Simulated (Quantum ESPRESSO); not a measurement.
# Ge3Si13: one run as intended and one with a planted mistake

Computed values, not a measurement. The program is pw.x of Quantum ESPRESSO 7.5 (plane-wave density functional theory). The cell is made up: 16 atoms on a doubled zincblende/diamond lattice, with randomly drawn elements, strain and displacements, not relaxed. PseudoDojo standard norm-conserving files (v0.5 for PBE, v0.4.1 for LDA and PBEsol) set the functional; there is no spin polarisation, spin-orbit coupling or dispersion term, and the masses in the input are unused placeholders.

Intended input:

```
&control calculation='scf', pseudo_dir='./dojo.nc.sr.pbe.v0_5.standard.upf', outdir='./o', disk_io='low', tprnfor=.true., tstress=.true. /
&system ibrav=0, nat=16, ntyp=2, nbnd=53, ecutwfc=77.98206166, nosym=.true., tot_charge=0,
 occupations='smearing', smearing='fd', degauss=0.0018374661
/
&electrons conv_thr=7.350e-09, electron_maxstep=60, /
ATOMIC_SPECIES
Ge 1.0 Ge.upf
Si 1.0 Si.upf
CELL_PARAMETERS angstrom
5.581 0.0 0.0
0.0 5.581 0.0
0.0 0.0 11.1619
ATOMIC_POSITIONS angstrom
Ge 0.0015 0.0193 -0.0207
Si -0.0611 2.8894 2.7812
Si 2.8197 -0.0025 2.7691
Si 2.7479 2.8309 -0.0172
Si -0.0234 -0.0487 5.5563
Si -0.0432 2.8729 8.3785
Si 2.8272 0.001 8.3298
Si 2.7805 2.795 5.6258
Si 1.3525 1.3941 1.4558
Si 1.4254 4.1457 4.1971
Si 4.1723 1.3781 4.1828
Ge 4.1439 4.1957 1.3811
Ge 1.3793 1.4076 6.9764
Si 1.3461 4.1567 9.7549
Si 4.197 1.4248 9.7681
Si 4.228 4.2052 6.9121
K_POINTS automatic
4 4 2 1 1 1
```

The log is shortened where brackets say so; the opening notice, blank lines, dates and the lines on written files are dropped, and the path of the files is cut. It prints rydbergs, bohrs and kilobars, and counts compression as positive stress. Where no state is partly filled, the Fermi energy that it prints is only some level between the filled and the empty states on the mesh, and need not lie in the true gap.

Log of the intended run:

```
     Program PWSCF v.7.5
     Parallel version (MPI & OpenMP), running on       4 processor cores
     Number of MPI processes:                 4
     Threads/MPI process:                     1
     [start-up lines left out]
     bravais-lattice index     =            0
     lattice parameter (alat)  =      10.5466  a.u.
     unit-cell volume          =    2346.1662 (a.u.)^3
     number of atoms/cell      =           16
     number of atomic types    =            2
     number of electrons       =        94.00
     number of Kohn-Sham states=           53
     kinetic-energy cutoff     =      77.9821  Ry
     charge density cutoff     =     311.9282  Ry
     scf convergence threshold =      7.3E-09
     mixing beta               =       0.7000
     number of iterations used =            8  plain     mixing
     Exchange-correlation= PBE
                           (   1   4   3   4   0   0   0)
     [axes and pseudopotential details left out]
   Cartesian axes
     site n.     atom                  positions (alat units)
         1        Ge     tau(   1) = (   0.0002688   0.0034582  -0.0037090  )
         2        Si     tau(   2) = (  -0.0109479   0.5177208   0.4983336  )
         3        Si     tau(   3) = (   0.5052320  -0.0004479   0.4961656  )
         4        Si     tau(   4) = (   0.4923670   0.5072388  -0.0030819  )
         5        Si     tau(   5) = (  -0.0041928  -0.0087260   0.9955743  )
         6        Si     tau(   6) = (  -0.0077405   0.5147644   1.5012543  )
         7        Si     tau(   7) = (   0.5065759   0.0001792   1.4925282  )
         8        Si     tau(   8) = (   0.4982082   0.5008063   1.0080272  )
         9        Si     tau(   9) = (   0.2423401   0.2497939   0.2608493  )
        10        Si     tau(  10) = (   0.2554023   0.7428239   0.7520337  )
        11        Si     tau(  11) = (   0.7475900   0.2469271   0.7494714  )
        12        Ge     tau(  12) = (   0.7425013   0.7517828   0.2474646  )
        13        Ge     tau(  13) = (   0.2471421   0.2522129   1.2500269  )
        14        Si     tau(  14) = (   0.2411933   0.7447948   1.7478767  )
        15        Si     tau(  15) = (   0.7520158   0.2552948   1.7502419  )
        16        Si     tau(  16) = (   0.7575703   0.7534850   1.2385056  )
     number of k points=    16  Fermi-Dirac smearing, width (Ry)=  0.0018
                       cart. coord. in units 2pi/alat
        k(    1) = (   0.1250000   0.1250000   0.1250011), wk =   0.1250000
        k(    2) = (   0.1250000   0.1250000  -0.1250011), wk =   0.1250000
     [further k points left out]
     Dense  grid:   218275 G-vectors     FFT dimensions: (  60,  60, 120)
     Estimated max dynamical RAM per process >     449.14 MB
     Estimated total dynamical RAM >       1.60 GB
     Initial potential from superposition of free atoms
     starting charge      93.9896, renormalised to      94.0000
     Starting wfcs are   79 randomized atomic wfcs
     total cpu time spent up to now is        6.1 secs
     per-process dynamical memory:   319.8 Mb
     Self-consistent Calculation
     iteration #  1     ecut=    77.98 Ry     beta= 0.70
     Davidson diagonalization with overlap
     ethr =  1.00E-02,  avg # of iterations =  3.0
     Threshold (ethr) on eigenvalues was too large:
     Diagonalizing with lowered threshold
     Davidson diagonalization with overlap
     ethr =  3.37E-04,  avg # of iterations =  5.1
     total cpu time spent up to now is       28.4 secs
     total energy              =    -645.87926004 Ry
     estimated scf accuracy    <       0.36839431 Ry
     iteration #  2     ecut=    77.98 Ry     beta= 0.70
     Davidson diagonalization with overlap
     ethr =  3.92E-04,  avg # of iterations =  1.0
     total cpu time spent up to now is       35.3 secs
     total energy              =    -645.89015000 Ry
     estimated scf accuracy    <       0.02343173 Ry
     [iterations 3 to 11 left out]
     iteration # 12     ecut=    77.98 Ry     beta= 0.70
     Davidson diagonalization with overlap
     ethr =  7.08E-11,  avg # of iterations =  2.0
     total cpu time spent up to now is      143.6 secs
     total energy              =    -645.89484784 Ry
     estimated scf accuracy    <       0.00000002 Ry
     iteration # 13     ecut=    77.98 Ry     beta= 0.70
     Davidson diagonalization with overlap
     ethr =  2.16E-11,  avg # of iterations =  3.9
     total cpu time spent up to now is      153.9 secs
     End of self-consistent calculation
     [lines on levels left out]
     the Fermi energy is     6.6189 ev
!    total energy              =    -645.89484784 Ry
     estimated scf accuracy    <          7.8E-11 Ry
     smearing contrib. (-TS)   =      -0.00000000 Ry
     internal energy E=F+TS    =    -645.89484784 Ry
     The total energy is F=E-TS. E is the sum of the following terms:
     one-electron contribution =    -386.88288559 Ry
     hartree contribution      =     240.99334405 Ry
     xc contribution           =    -170.65045689 Ry
     ewald contribution        =    -329.35484940 Ry
     convergence has been achieved in  13 iterations
     Forces acting on atoms (cartesian axes, Ry/au):
     atom    1 type  1   force =     0.00877462    0.00858777    0.00234158
     atom    2 type  2   force =     0.02562876   -0.04975374    0.02482150
     atom    3 type  2   force =    -0.03246625    0.01427534    0.02681674
     atom    4 type  2   force =    -0.01127908   -0.03883468    0.00241743
     atom    5 type  2   force =     0.02104547    0.02048493   -0.02093493
     atom    6 type  2   force =    -0.00123964   -0.02670019   -0.00498060
     atom    7 type  2   force =    -0.00326562   -0.00911131    0.02143014
     atom    8 type  2   force =     0.01729735   -0.00561830   -0.02623688
     atom    9 type  2   force =     0.01428231    0.02337126   -0.00776913
     atom   10 type  2   force =    -0.00419029    0.01950224   -0.00907025
     atom   11 type  2   force =     0.00186763    0.01546985    0.00147242
     atom   12 type  1   force =    -0.00457248    0.00367615   -0.01458614
     atom   13 type  1   force =    -0.01435367   -0.00495428    0.01036967
     atom   14 type  2   force =     0.03284675    0.02235267   -0.01390519
     atom   15 type  2   force =    -0.02381820    0.01238190   -0.01441993
     atom   16 type  2   force =    -0.02655767   -0.00512961    0.02223357
     Total force =     0.131081     Total SCF correction =     0.000048
     Computing stress (Cartesian axis) and pressure
          total   stress  (Ry/bohr**3)                   (kbar)     P=      -25.10
  -0.00016988  -0.00000813   0.00003961          -24.99       -1.20        5.83
  -0.00000813  -0.00017499  -0.00001230           -1.20      -25.74       -1.81
   0.00003961  -0.00001230  -0.00016694            5.83       -1.81      -24.56
     init_run     :      5.75s CPU      6.02s WALL (       1 calls)
     electrons    :    146.00s CPU    147.83s WALL (       1 calls)
     forces       :      2.96s CPU      3.02s WALL (       1 calls)
     stress       :      9.31s CPU      9.61s WALL (       1 calls)
     [timing details left out]
     PWSCF        :   2m44.16s CPU   2m46.73s WALL
     JOB DONE.
```

A second run has one planted mistake: the plane-wave cutoff is too low. The input lines that differ, file-writing options aside:

```
- &system ibrav=0, nat=16, ntyp=2, nbnd=53, ecutwfc=77.98206166, nosym=.true., tot_charge=0,
+ &system ibrav=0, nat=16, ntyp=2, nbnd=53, ecutwfc=41.15924084, nosym=.true., tot_charge=0,
```

Its log:

```
     Program PWSCF v.7.5
     Parallel version (MPI & OpenMP), running on       4 processor cores
     Number of MPI processes:                 4
     Threads/MPI process:                     1
     [start-up lines left out]
     bravais-lattice index     =            0
     lattice parameter (alat)  =      10.5466  a.u.
     unit-cell volume          =    2346.1662 (a.u.)^3
     number of atoms/cell      =           16
     number of atomic types    =            2
     number of electrons       =        94.00
     number of Kohn-Sham states=           53
     kinetic-energy cutoff     =      41.1592  Ry
     charge density cutoff     =     164.6370  Ry
     scf convergence threshold =      7.3E-09
     mixing beta               =       0.7000
     number of iterations used =            8  plain     mixing
     Exchange-correlation= PBE
                           (   1   4   3   4   0   0   0)
     [axes and pseudopotential details left out]
   Cartesian axes
     site n.     atom                  positions (alat units)
         1        Ge     tau(   1) = (   0.0002688   0.0034582  -0.0037090  )
         2        Si     tau(   2) = (  -0.0109479   0.5177208   0.4983336  )
         3        Si     tau(   3) = (   0.5052320  -0.0004479   0.4961656  )
         4        Si     tau(   4) = (   0.4923670   0.5072388  -0.0030819  )
         5        Si     tau(   5) = (  -0.0041928  -0.0087260   0.9955743  )
         6        Si     tau(   6) = (  -0.0077405   0.5147644   1.5012543  )
         7        Si     tau(   7) = (   0.5065759   0.0001792   1.4925282  )
         8        Si     tau(   8) = (   0.4982082   0.5008063   1.0080272  )
         9        Si     tau(   9) = (   0.2423401   0.2497939   0.2608493  )
        10        Si     tau(  10) = (   0.2554023   0.7428239   0.7520337  )
        11        Si     tau(  11) = (   0.7475900   0.2469271   0.7494714  )
        12        Ge     tau(  12) = (   0.7425013   0.7517828   0.2474646  )
        13        Ge     tau(  13) = (   0.2471421   0.2522129   1.2500269  )
        14        Si     tau(  14) = (   0.2411933   0.7447948   1.7478767  )
        15        Si     tau(  15) = (   0.7520158   0.2552948   1.7502419  )
        16        Si     tau(  16) = (   0.7575703   0.7534850   1.2385056  )
     number of k points=    16  Fermi-Dirac smearing, width (Ry)=  0.0018
                       cart. coord. in units 2pi/alat
        k(    1) = (   0.1250000   0.1250000   0.1250011), wk =   0.1250000
        k(    2) = (   0.1250000   0.1250000  -0.1250011), wk =   0.1250000
     [further k points left out]
     Dense  grid:    83671 G-vectors     FFT dimensions: (  45,  45,  90)
     Estimated max dynamical RAM per process >     174.79 MB
     Estimated total dynamical RAM >     637.88 MB
     Initial potential from superposition of free atoms
     starting charge      93.9896, renormalised to      94.0000
     negative rho (up, down):  5.460E-04 0.000E+00
     Starting wfcs are   79 randomized atomic wfcs
     total cpu time spent up to now is        2.3 secs
     per-process dynamical memory:   129.3 Mb
     Self-consistent Calculation
     iteration #  1     ecut=    41.16 Ry     beta= 0.70
     Davidson diagonalization with overlap
     ethr =  1.00E-02,  avg # of iterations =  3.0
     negative rho (up, down):  8.622E-05 0.000E+00
     total cpu time spent up to now is        6.5 secs
     total energy              =    -639.57988085 Ry
     estimated scf accuracy    <       1.31023889 Ry
     iteration #  2     ecut=    41.16 Ry     beta= 0.70
     Davidson diagonalization with overlap
     ethr =  1.39E-03,  avg # of iterations =  2.0
     negative rho (up, down):  1.332E-05 0.000E+00
     total cpu time spent up to now is        9.5 secs
     total energy              =    -639.70143349 Ry
     estimated scf accuracy    <       0.08134256 Ry
     [iterations 3 to 11 left out]
     iteration # 12     ecut=    41.16 Ry     beta= 0.70
     Davidson diagonalization with overlap
     ethr =  1.56E-10,  avg # of iterations =  2.6
     total cpu time spent up to now is       51.3 secs
     total energy              =    -639.72487321 Ry
     estimated scf accuracy    <       0.00000006 Ry
     iteration # 13     ecut=    41.16 Ry     beta= 0.70
     Davidson diagonalization with overlap
     ethr =  6.25E-11,  avg # of iterations =  3.8
     total cpu time spent up to now is       54.6 secs
     End of self-consistent calculation
     [lines on levels left out]
     the Fermi energy is     6.6314 ev
!    total energy              =    -639.72487322 Ry
     estimated scf accuracy    <          1.3E-09 Ry
     smearing contrib. (-TS)   =      -0.00000000 Ry
     internal energy E=F+TS    =    -639.72487322 Ry
     The total energy is F=E-TS. E is the sum of the following terms:
     one-electron contribution =    -374.81329774 Ry
     hartree contribution      =     232.39507084 Ry
     xc contribution           =    -167.95179692 Ry
     ewald contribution        =    -329.35484940 Ry
     convergence has been achieved in  13 iterations
     Forces acting on atoms (cartesian axes, Ry/au):
     atom    1 type  1   force =     0.00882419    0.00874166    0.00199321
     atom    2 type  2   force =     0.02432900   -0.04857584    0.02334255
     atom    3 type  2   force =    -0.03122729    0.01297213    0.02545928
     atom    4 type  2   force =    -0.00996163   -0.03772631    0.00342923
     atom    5 type  2   force =     0.02213741    0.02158241   -0.02021058
     atom    6 type  2   force =    -0.00025732   -0.02775480   -0.00536873
     atom    7 type  2   force =    -0.00450330   -0.00791461    0.02092612
     atom    8 type  2   force =     0.01597383   -0.00705384   -0.02527255
     atom    9 type  2   force =     0.01337318    0.02247771   -0.00872074
     atom   10 type  2   force =    -0.00402741    0.01949175   -0.00910141
     atom   11 type  2   force =     0.00176008    0.01567602    0.00145133
     atom   12 type  1   force =    -0.00506110    0.00341897   -0.01381263
     atom   13 type  1   force =    -0.01375283   -0.00481973    0.00977105
     atom   14 type  2   force =     0.03191154    0.02351895   -0.01283831
     atom   15 type  2   force =    -0.02285896    0.01120027   -0.01337210
     atom   16 type  2   force =    -0.02665939   -0.00523477    0.02232427
     Total force =     0.128196     Total SCF correction =     0.000094
     Computing stress (Cartesian axis) and pressure
          total   stress  (Ry/bohr**3)                   (kbar)     P=    -1743.95
  -0.01185454  -0.00000715   0.00003808        -1743.86       -1.05        5.60
  -0.00000715  -0.01185961  -0.00001404           -1.05    -1744.61       -2.07
   0.00003808  -0.00001404  -0.01185124            5.60       -2.07    -1743.38
     init_run     :      2.16s CPU      2.24s WALL (       1 calls)
     electrons    :     52.12s CPU     52.29s WALL (       1 calls)
     forces       :      0.90s CPU      0.93s WALL (       1 calls)
     stress       :      3.16s CPU      3.28s WALL (       1 calls)
     [timing details left out]
     PWSCF        :     58.47s CPU     59.00s WALL
     JOB DONE.
```

```
                                            intended run  run with the mistake
                          free energy (eV)     -8787.847             -8703.900
                    smearing term -TS (eV)        0.0000                0.0000
                            pressure (GPa)         -2.51               -174.40
            largest force component (eV/Å)         1.279                 1.249
largest change of a force component (eV/Å)                               0.038
                                iterations            13                    13
```

For scale, a rerun of the intended cell at a cutoff of 1347 eV and k mesh 6 x 6 x 4 moved values by no more than 0.030 eV in energy, 0.03 GPa in stress and 0.002 eV/Å in force.